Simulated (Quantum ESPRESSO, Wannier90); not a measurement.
Wannier functions of SnO (P4/nmm)

```xyz
4
Lattice="3.8137 0.0000 0.0000 0.0000 3.8137 0.0000 0.0000 0.0000 4.8869" Properties=species:S:1:pos:R:3 pbc="T T T"
Sn     0.0000     1.9068     1.1502
Sn     1.9068     0.0000    -1.1502
O      1.9068     1.9068     0.0000
O      0.0000     0.0000     0.0000
```

Structure: Materials Project mp-2097, symmetrised, not relaxed again. COD (Crystallography Open Database) has the formula in 2 space groups, this one among them (matched by group alone). Level: PBEsol, spinors with spin-orbit coupling; pw.x of Quantum ESPRESSO at 68 Ry with PseudoDojo potentials, 6×6×6 k-points, Wannier90. Density: 8×8×6 mesh, Gaussian smearing 0.01 Ry. The cell is built of weakly bound layers, chains or molecules, whose nearest atoms lie 3.74 Å apart. Database cells relaxed without dispersion often hold them too far apart, which can enlarge gaps and weakens couplings between them; spacing and stacking were not compared with the measured crystal. With spin-orbit coupling a semilocal functional can close or falsely invert a small gap; the band order was not checked against a better method. The gap is small at this level and was sampled on the meshes and a path alone.

A tight-binding model is made by disentanglement and projection with no localisation steps (num_iter = 0), so the 32 orbitals stay atom-like: hydrogen-like Sn: s;p; O: s;p, axes along x, y, z; frozen window up to 1.62 eV relative to the valence-band maximum. It follows pw.x to 4.2 meV rms for states up to 1.1 eV relative to the valence-band maximum. Matrix elements depend on this choice of orbitals and windows.

Problem. What are the on-site energies relative to the valence-band maximum, and how fast do the hoppings decay?

Solution. 
```csv
atom,orbitals,energy (eV)
Sn1,s↑ s↓,-3.21
Sn1,pz↑ pz↓,3.08
Sn1,px↑ px↓ py↑ py↓,3.57
Sn2,s↑ s↓,-3.21
Sn2,pz↑ pz↓,3.08
Sn2,px↑ px↓ py↑ py↓,3.57
O3,s↑ s↓,-17.99
O3,pz↑ pz↓,-4.00
O3,px↑ px↓ py↑ py↓,-4.07
O4,s↑ s↓,-17.99
O4,pz↑ pz↓,-4.00
O4,px↑ px↓ py↑ py↓,-4.07
```

```csv
distance of the centres (Å),largest modulus (eV)
2–3,1.6
3–4,0.63
4–5,0.11
5–6,0.063
6–7,0.043
7–8,0.025
8–9,0.0065
9–10,0.0044
10–11,0.0046
```
